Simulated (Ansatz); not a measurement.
## Collinear states of Cr$_{3}$BRh

The calculation used DFT PBE, scalar-relativistic, plane waves, PAW in Ansatz.

```
Rh B Cr
1.0
     3.87689    0.00000    0.00000
     0.00000    3.87689    0.00000
     0.00000    0.00000    3.87689
Rh B Cr
1 1 3
Direct
  0.00000 0.00000 0.00000
  0.50000 0.50000 0.50000
  0.50000 0.50000 0.00000
  0.50000 0.00000 0.50000
  0.00000 0.50000 0.50000
```

The plane-wave cutoff is 420 eV and the Γ-centred k-mesh is 10×10×10. The occupation rule is Gaussian smearing, 0.1 eV, the list of starting moments (μB, in atom order) is 0 0 4.5 4.5 4.5 and the check for lower electronic states after the SCF is off.

Each order was relaxed in cell and atoms. A propagation vector, in units of the reciprocal vectors, doubles the cell, which takes an equally dense mesh. Site moments are spin moments in atom-centred spheres that scale with the neighbour distance. The states are those that the runs reached from these starts; a lower one can exist.

**Question.** Starts tried: no spin; large parallel starting moments; antiferromagnetic, doubled cell, propagation vector (1/2, 1/2, 1/2). Which state comes out lowest, and what are the moments?

**Answer.** The lowest state is antiferromagnetic, reached from the start “antiferromagnetic, doubled cell, propagation vector (1/2, 1/2, 1/2)”, with site moments (μB) Cr +0.92 (×3), Cr -0.92 (×3).

| start | ends | energy above lowest (meV/atom) | site moments (μB) | gap on mesh (eV) | volume (Å³/atom) |
| --- | --- | --- | --- | --- | --- |
| no spin | non-magnetic | 12.6 | none over 0.05 | metal | 11.65 |
| large parallel starting moments | non-magnetic | 12.6 | none over 0.05 | metal | 11.65 |
| antiferromagnetic, doubled cell, propagation vector (1/2, 1/2, 1/2) | antiferromagnetic | 0.00 | Cr +0.92 (×3), Cr -0.92 (×3) | metal | 11.89 |

Cost: 3 runs of about 6.3 core-minutes in all, on Arm Neoverse V1 (shared hosts).